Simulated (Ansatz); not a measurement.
Ba2HfS4:
```
CELL_PARAMETERS angstrom
     -2.47310     2.47310     7.90161
      2.47310    -2.47310     7.90161
      2.47310     2.47310    -7.90161
ATOMIC_POSITIONS crystal
  Ba 0.35782 0.35782 0.00000
  Ba 0.64218 0.64218 0.00000
  Hf 0.00000 0.00000 0.00000
  S  0.50000 0.00000 0.50000
  S  0.00000 0.50000 0.50000
  S  0.83788 0.83788 0.00000
  S  0.16212 0.16212 0.00000
```

Relaxed with r²SCAN.

Task: Give the Bader charges and basin volumes of the independent atoms, r²SCAN in the plane-wave PAW code Ansatz.

Result: 

| atom | Bader charge (e) | Bader volume (Å³) |
|---|---|---|
| Ba1 | +1.53 | 27.8 |
| Hf3 | +2.25 | 11.8 |
| S4 | -1.29 | 26.1 |
| S6 | -1.37 | 36.8 |

Space group I4/mmm. The workflow started from a Materials Project entry (that database holds measured and hypothetical structures alike); the Crystallography Open Database copy checked does not list it. Its standing as an ambient phase is unchecked. Symmetry was held in the r²SCAN relaxation; whether a distortion lowers the energy is not shown. The run is not spin-polarised. Scalar-relativistic: spin–orbit coupling is off unless named, which matters more the heavier the elements.

Potentials: the later of the program's two PAW sets.
